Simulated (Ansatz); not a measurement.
Ta:
```yaml
crystal:
  lattice:
    - [0.00000, 3.05110, 3.05110]
    - [3.05110, 0.00000, 3.05110]
    - [3.05110, 3.05110, 0.00000]
  atoms:
    - { symbol: Ta, position: [0.00000, 0.00000, 0.00000] }
    - { symbol: Ta, position: [0.25000, 0.25000, 0.25000] }
```

Relaxed with PBE. Special points in fractions of this cell's reciprocal vectors: Γ (0.000, 0.000, 0.000); X (0.500, 0.000, 0.500); U (0.625, 0.250, 0.625); K (0.375, 0.375, 0.750); L (0.500, 0.500, 0.500); W (0.500, 0.250, 0.750).

Q: List the band energies nearest the Fermi level at these points for the program Ansatz at the PBE with spin–orbit coupling level (PAW).

A: In eV from the Fermi level; about four levels below and three above (degenerate sets whole), none deeper than 8.9 eV; points with the same levels are listed once.

```
k                    below                          above
-  -----------------------  -----------------------------
Γ  -0.26 -0.26 -0.26 -0.26  1.82 1.82 2.13 2.13 2.13 2.13
X  -0.24 -0.24 -0.24 -0.24            1.84 1.84 1.84 1.84
U  -0.82 -0.82 -0.63 -0.63            0.93 0.93 1.26 1.26
L  -0.31 -0.31 -0.17 -0.17            3.04 3.04 3.26 3.26
W  -1.30 -1.30 -1.17 -1.17            0.62 0.62 0.75 0.75
```

Space group Fd-3m (diamond). The start of the workflow was typed in or built on a structure type; neither database checked (COD, Materials Project) lists it. It is not the phase usual at ambient conditions (space group No. 229). The cell was relaxed with PBE under the symmetry of its start; whether a distortion lowers the energy is not shown. No spin polarisation was allowed.

Potentials: the earlier of the program's two PAW sets.
